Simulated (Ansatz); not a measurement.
GaO:
```
GaO
1.0
    3.10101     0.00000     0.00000
   -1.55050     2.68555     0.00000
    0.00000     0.00000    12.68994
Ga O
4 4
Direct
  0.33333   0.66667   0.15193
  0.66667   0.33333   0.65193
  0.66667   0.33333   0.84807
  0.33333   0.66667   0.34807
  0.33333   0.66667   0.59554
  0.66667   0.33333   0.09554
  0.66667   0.33333   0.40446
  0.33333   0.66667   0.90446
```

Relaxed with PBE+D3(BJ). Special points in fractions of this cell's reciprocal vectors: Γ (0.000, 0.000, 0.000); M (0.500, 0.000, 0.000); K (0.333, 0.333, 0.000); A (0.000, 0.000, 0.500); L (0.500, 0.000, 0.500); H (0.333, 0.333, 0.500).

List the band energies nearest the valence-band maximum at these points for DFT-PBE+D3(BJ) in the program Ansatz with PAW potentials.

In eV from the valence-band maximum; about four levels below and three above (degenerate sets whole), none deeper than 8.9 eV; points with the same levels are listed once.

```json
[
 {"k": "Γ", "below": "-2.21 -2.21 -1.58 0.00", "above": "0.95 2.24 4.45"},
 {"k": "M", "below": "-2.72 -2.40 -0.75 -0.26", "above": "2.41 2.96 5.22"},
 {"k": "K", "below": "-2.39 -2.39 -0.22 -0.22", "above": "3.45 3.63 5.51 5.51"},
 {"k": "A", "below": "-2.22 -2.22 -2.22 -2.22 -0.86 -0.86", "above": "1.73 1.73 4.56 4.56"},
 {"k": "L", "below": "-2.55 -2.55 -0.49 -0.49", "above": "2.67 2.67 5.27 5.27"},
 {"k": "H", "below": "-2.44 -2.44 -0.20 -0.20", "above": "3.54 3.54 5.50 5.50"}
]
```

Space group P6_3/mmc. The start of the workflow was typed in or built on a structure type; neither database checked (COD, Materials Project) lists it. Its standing as an ambient phase is unchecked. The PBE+D3(BJ) relaxation kept the symmetry of its start; its stability against distortions is not shown here. Spin–orbit coupling is left out wherever it is not named.

Potentials: the earlier of the program's two PAW sets.
